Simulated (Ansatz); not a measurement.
Relaxed-ion elastic tensor of Al₂O₃ (corundum, R-3c) in GPa (Voigt order), plane-wave PAW PBEsol (Ansatz code); density 3.96 g/cm³, 8.56 Å³ per atom.

```csv
,1,2,3,4,5,6
1,467,156,117,18.5,0.0,0.0
2,156,467,117,-18.5,0.0,0.0
3,117,117,466,0.0,0.0,0.0
4,18.5,-18.5,0.0,142,0.0,0.0
5,0.0,0.0,0.0,0.0,142,18.5
6,0.0,0.0,0.0,0.0,18.5,155
```

Task: Is the crystal mechanically stable?

Result: Yes: the smallest eigenvalue of C is 129 GPa.

Task: Work out the Voigt, Reuss and Hill averages.

Result: K_V = 242, K_R = 242, K_H = 242; G_V = 155, G_R = 152, G_H = 153 GPa.

Task: Give Young's modulus, Poisson's ratio, Pugh's ratio and the universal anisotropy index.

Result: E = 9KG/(3K + G) = 380 GPa; ν = 0.24; K/G = 1.58 (brittle by the Pugh limit of 1.75); A_U = 5G_V/G_R + K_V/K_R − 6 = 0.11.

Task: Estimate the sound speeds and the Debye temperature.

Result: v_l = √((K + 4G/3)/ρ) = 10600 m/s, v_t = √(G/ρ) = 6230 m/s, mean 6900 m/s; Θ = (h/k)(3n/4πV)^(1/3) v_m = 1000 K.

Task: Solve the Christoffel equation for the three sound speeds along x, y, z.

Result: Eigenvalues of C_ijkl n_j n_l equal ρv². In km/s, slowest first: x 5.70, 6.52, 10.86; y 5.96, 6.27, 10.88; z 5.98, 5.98, 10.86.

Task: How much does each axis shrink under pressure?

Result: Linear compressibilities β_i = Σ_j S_ij (j = 1 to 3): x 1.3, y 1.3, z 1.5 per TPa.

Symmetry was held in the PBEsol relaxation.

Potentials: the earlier of the program's two PAW sets. The files were generated under PBE; for other functionals the program regenerates the frozen cores, and for LDA and PBEsol the local potential too.
